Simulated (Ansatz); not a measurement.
# Structure relaxation, NaCl

The start is a generated trial cell of NaCl in the rocksalt structure type. The cell and all atomic positions are relaxed at zero pressure with PBE (plane waves to 420 eV, PAW, scalar-relativistic; Ansatz, a program for electronic structure). The first steps use a coarse 7×7×7 k-mesh.

Input geometry:
```
NaCl
1.0
    0.00000     2.81966     2.81966
    2.81966     0.00000     2.81966
    2.81966     2.81966     0.00000
Cl Na
1 1
Direct
  0.00000   0.00000   0.00000
  0.50000   0.50000   0.50000
```

| Quantity | Result |
|---|---|
| Outcome | The space group stays Fm-3m (No. 225) (the run could not lower it); the end is rock salt type, with 2 atoms in the primitive cell |
| Energy released | 2 meV/atom |
| Volume change | +3.0 %, from 22.42 to 23.09 Å³/atom |
| Optimiser moves | 2 |

Relaxed structure:

```cif
data_Cl4Na4
_chemical_formula_sum 'Cl4 Na4'
_space_group_name_H-M_alt 'Fm-3m'
_space_group_IT_number 225
_space_group_name_Hall '-F 4 2 3'
_cell_length_a 5.69491
_cell_length_b 5.69491
_cell_length_c 5.69491
_cell_angle_alpha 90.000
_cell_angle_beta 90.000
_cell_angle_gamma 90.000
loop_
_atom_site_label
_atom_site_type_symbol
_atom_site_symmetry_multiplicity
_atom_site_Wyckoff_symbol
_atom_site_fract_x
_atom_site_fract_y
_atom_site_fract_z
_atom_site_occupancy
Cl1 Cl 4 a 0.00000 0.00000 0.00000 1
Na1 Na 4 b 0.50000 0.50000 0.50000 1
```
(The calculation used a cell of 2 atoms; values per cell refer to that cell.)

Final values are on a 10×10×10 k-mesh of the relaxed cell. No spin polarisation in the result.

The run could not lose the symmetry of its start; a randomly shaken copy of 2 atoms returns to this structure.

All atoms sit on sites fixed by symmetry, so only the cell could relax.
